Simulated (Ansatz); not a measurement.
The end point of a relaxation of Ti$_{2}$C. Space group Fd-3m (No. 227), AFLOW prototype A2B_cF24_227_c_a (C9, as in SiO2). All values below come from PBEsol (plane waves to 420 eV, PAW, scalar-relativistic; Ansatz, a first-principles code).

```cif
data_C2Ti4
_chemical_formula_sum 'Ti4 C2'
_space_group_name_H-M_alt 'P 1'
_space_group_IT_number 1
_cell_length_a 6.37068
_cell_length_b 6.37068
_cell_length_c 6.37068
_cell_angle_alpha 60.000
_cell_angle_beta 60.000
_cell_angle_gamma 60.000
loop_
_space_group_symop_operation_xyz
  'x, y, z'
loop_
_atom_site_label
_atom_site_type_symbol
_atom_site_fract_x
_atom_site_fract_y
_atom_site_fract_z
_atom_site_occupancy
Ti1 Ti 0.12500 0.12500 0.12500 1
Ti2 Ti 0.62500 0.12500 0.12500 1
Ti3 Ti 0.12500 0.62500 0.12500 1
Ti4 Ti 0.12500 0.12500 0.62500 1
C1 C 0.25000 0.25000 0.25000 1
C2 C 0.00000 0.00000 0.00000 1
```

```yaml
volume_per_atom: 30.47 Å³
band_gap: zero (metallic)
shortest_distances: C–Ti 1.95 Å; Ti–Ti 3.19 Å
k-mesh: 9×9×9
```

No spin polarisation in the result. A magnetic state may lie lower.

The run could not lose the symmetry of its start.

All atoms sit on sites fixed by symmetry, so only the cell could relax.

The first start was generated by placing the elements on the sites of a structure type. Materials Project lists a structure of Ti2C in the same space group, Fd-3m (No. 227); the sites were not compared with it, nor with measured phases.
